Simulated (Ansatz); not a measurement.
TaSi₂ (CrSi2 type, space group P6_222)

```
CELL_PARAMETERS angstrom
      4.77602     0.00000     0.00000
     -2.38801     4.13616     0.00000
      0.00000     0.00000     6.56279
ATOMIC_POSITIONS crystal
  Ta 0.50000 0.00000 0.00000
  Ta 0.50000 0.50000 0.33333
  Ta 0.00000 0.50000 0.66667
  Si 0.15841 0.31683 0.00000
  Si 0.84159 0.15841 0.33333
  Si 0.68317 0.84159 0.66667
  Si 0.84159 0.68317 0.00000
  Si 0.15841 0.84159 0.33333
  Si 0.31683 0.15841 0.66667
```

The slice is a (-1 1 0 2) plane (indices of the conventional cell) through the point (0.158, 0.842, 0.333) (fractional), spanned by u = [110] and v = [1 -1 1] in vectors of this cell: u (4.78 Å) and v (10.56 Å, at 90° to u). It covers one period; positions are fractions (u, v).

Level of theory: r2SCAN (plane waves to 500 eV, PAW, scalar-relativistic; Ansatz, a first-principles code). k mesh 11×11×7. These are valence fields of a PAW run, semicore shells included where kept as valence: close to a nucleus they are smooth pseudo fields. Spin-orbit coupling is left out, though Ta is heavy. TaSi2 is run without spin polarisation. TaSi2 was relaxed with its symmetry unable to fall.

Q: Predict the map of the electrostatic potential energy of an electron, from the cell's mean on the slice.

A: 
```
|xxx35000053xx|
|xx1620xx0250x|
|35772xxxx1674|
|889730xx02688|
|8753210035788|
|72xxx05777789|
|6xxxxx5886578|
|5xxxxx4620004|
|30xxxx51xxxx0|
|25101550xxxxx|
|28877860xxxxx|
|58867870xxxx0|
|8853368600x03|
|9841258852148|
|985346872xx17|
|89766883xxxx2|
|78534670xxxxx|
|64xxxx41xxxx0|
|60xxxx040xxx5|
|7xxxxx0764368|
|70xxxx2876578|
|860xx05764357|
|9986554332247|
|9999730012468|
|357872xx15664|
|xx0674114760x|
|xxx48755784xx|
|xxx27633672xx|
```
Scale: ten equal steps from 4.00 (start of '0') to 12.03 (end of '9'), in the order '0123456789'. Values: electrostatic potential energy of an electron, from the cell's mean, in eV. The map has 13 points along u (one character each, u = 0 at the left) and 28 along v (v = 0 in the bottom row). Points within 1 Å of a nucleus are blanked (x), as the pseudised field means little there. Values under 4 eV are set to 4. The zero, the cell's mean, hangs on the PAW cores.
